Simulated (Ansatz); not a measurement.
Input:

SiNi$_{2}$:
```
SiNi2
1.0
    4.94946     0.00000     0.00000
    0.00000     3.69465     0.00000
    0.00000     0.00000     7.00512
Si Ni
4 8
Cartesian
  1.43177   0.92366   4.30431
  3.51769   2.77099   2.70081
  1.04296   2.77099   0.80175
  3.90650   0.92366   6.20337
  2.26650   0.92366   2.06493
  2.68296   2.77099   4.94019
  0.20823   2.77099   5.56749
  4.74123   0.92366   1.43763
  1.63334   0.92366   6.58458
  3.31612   2.77099   0.42054
  0.84139   2.77099   3.08202
  4.10807   0.92366   3.92310
```

This is the r²SCAN-relaxed structure.

Q: All from plane-wave PAW r²SCAN (Ansatz code), unless another level is named. Predict the bulk modulus (Birch–Murnaghan fit).

A: 207 GPa.

Q: Next, the highest zone-centre frequency?

A: 398 cm⁻¹.

Space group Pnma. Symmetry was held in the r²SCAN relaxation; of distortions, only those at the zone centre were tested. The run is not spin-polarised. As this level gives no gap, phonon frequencies hold no LO–TO term and depend on the k-mesh and smearing (Fermi–Dirac, 0.1 eV here).

Potentials: the earlier of the program's two PAW sets.
